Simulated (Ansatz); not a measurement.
**Ni: constraining the magnetisation**

We look at Ni: an experimental structure (space group Fm-3m), with 1 atom per cell. Source: COD entry 4320510, which need not be the ambient phase.

```
CELL_PARAMETERS angstrom
0.00000 1.76987 1.76987
1.76987 0.00000 1.76987
1.76987 1.76987 0.00000
ATOMIC_POSITIONS crystal
Ni 0.00000 0.00000 0.00000
```

Numbers behind element symbols give the atom's place in this list.

Method: DFT, PBE+U, PAW, plane waves, scalar-relativistic (Ansatz).

* Hubbard term (Dudarev form): U − J = 6.2 eV on Ni d, on Löwdin-orthonormalised all-electron atomic orbitals
* Plane-wave cutoff: 420 eV
* k-point mesh: 12×12×12 (Γ-centred)
* Occupations: Fermi–Dirac smearing, 0.05 eV

Moments by site are taken inside atomic spheres; the rest lies between them.

A static U favours moments and orbital order; the result depends on U and need not be the measured state. The U is a test value, not one fitted to this metal, and a U on a metal's d shells tends to overstate moments.

For a metal this mesh leaves errors of several meV/atom.

Each run fixes N↑ − N↓ and starts with that moment spread in parallel over the Ni atoms; no search for lower states follows. F is the free energy per cell, and F(lowest) that of the lowest run, the runs with a free moment included. A row is the solution that its start led to, not a proven minimum at that M. The run at M = 0 starts without moments and gives the spin-unpolarised solution. The cell holds one magnetic atom, so only parallel order fits; orders in a larger cell may lie lower. The program warns that the SCF threshold is loose for stress, so pressures can be off by 0.1 GPa or more.

The run at M = 1.03 μB took 1 s on 2 threads of Intel(R) Xeon(R) 6975P-C, with other jobs on the host, peak memory 0.33 GiB.

```
fixed M (μB/cell)  F − F(lowest) (meV/cell)  moments of Ni1 (μB)  pressure (GPa)
             0.00                       218                 0.00            -4.0
             0.26                       161                 0.31            -3.4
             0.51                        47                 0.59            -1.9
             0.77                         8                 0.83             0.4
             1.03                       107                 1.05             4.2
             1.28                       330                 1.25             8.9
             1.54                       692                 1.45            15.5
             1.80                      1653                 1.62            16.2
             2.05                      2420                 1.82            25.7
```

The lowest fixed-moment run is the one at M = 0.77 μB (8 meV). With the constraint released: “usual moment, free total moment [Ni1 2.00 μB]” ends at 0.71 μB, 0 meV; “usual moment scaled by 0.1, free total moment [Ni1 0.20 μB]” ends at 0.71 μB, 0 meV. The runs at M = 1.80, 2.05 μB read as a possible saddle point, so a lower state may exist there.
